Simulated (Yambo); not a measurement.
Yambo run on CdO$_{2}$H$_{2}$ (space group P-3m1, No. 164). The wavefunctions are norm-conserving PBEsol (Quantum ESPRESSO, 102 Ry, scalar-relativistic) ones on a 6×6×4 mesh (17 occupied bands); a = 3.543 Å, b = 3.543 Å, c = 4.585 Å, α = 90.00°, β = 90.00°, γ = 120.00°.

Yambo input:

```
rim_cut
gw0
dyson
el_el_corr
HF_and_locXC
mpa
em1d
RandQpts= 1000000
RandGvec= 1 Ry
EXXRLvcs= 102 Ry
VXCRLvcs= 408 Ry
Chimod= "HARTREE"
% BndsRnXm
 5 | 79 |
%
NGsBlkXm= 7 Ry
% LongDrXm
 1.0 | 1.0 | 1.0 |
%
EnSampXm= "2l"
EnGridXm= "lP"
% EnRngeXm
 0.0 | 40.0 | eV
%
% ImRngeXm
 2.72114 | 27.21138 | eV
%
% DmRngeXm
 0.02721 | 2.72114 | eV
%
ETStpsXm= 8
IntSolXm= "PT"
% GbndRnge
 1 | 79 |
%
GTermKind= "none"
DysSolver= "n"
ExtendOut
% QPkrange
 1 | 1 | 17 | 18 |
 10 | 10 | 17 | 17 |
%
```

k points by index: 1 = Γ, 10 = M.

Table of the .qp output:

```
#    K-point    Band    Eo [eV]    E [eV]    E-Eo [eV]    Vxc [eV]    Vnlxc [eV]    Sc|Eo [eV]    Sc|E [eV]    dSc/dw|Eo [eV]    Re(Z)    Im(Z)
#
    1    17    -0.379452    -1.261042    -0.881590    -21.17502    -26.98761    4.651341    4.930997    -8.630539    0.759204    -0.001144
    1    18    1.591141    2.405237    0.814095    -12.24958    -8.315515    -2.955421    -3.119966    -5.498836    0.831885    -0.002480
    10    17    0.000000    -0.768287    -0.768287    -21.35144    -26.98533    4.622617    4.865600    -8.604535    0.759755    -0.001014
```
(The two width columns are left out.) Convergence of these settings isn't established.

Spin-orbit coupling is not included.

Geometry relaxed with PBE+D3(BJ).

The structure is a Materials Project entry; no match was found in the copy of COD used, and its stability was not checked.
